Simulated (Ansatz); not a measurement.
Method: Ansatz 0.2.0, DFT, PBEsol, plane waves (420 eV) with PAW, scalar-relativistic. The PAW files were generated under PBE, with cores re-solved for the functional.

An element in the simple cubic structure gives this curve. The cell is scaled uniformly from the relaxed one, with fractional coordinates and shape fixed. Energies are extrapolated to zero smearing, pressures are those at the given smearing. Magnetic state: spin not included.

| V (Å³/atom) | E − E₀ (meV/atom) | P (GPa) |
| --- | --- | --- |
| 11.561 | 93.2 | 21.65 |
| 12.087 | 37.7 | 12.63 |
| 12.612 | 8.5 | 5.53 |
| 13.138 | 0.0 | -0.05 |
| 13.663 | 7.8 | -4.45 |
| 14.189 | 28.5 | -7.90 |
| 14.714 | 59.2 | -10.60 |

Question: Which element is it?
A. cobalt
B. copper
C. chromium
D. phosphorus

Answer: B. Its fit is V₀ = 13.13 Å³/atom, B₀ = 124 GPa, B₀′ = 5.0.
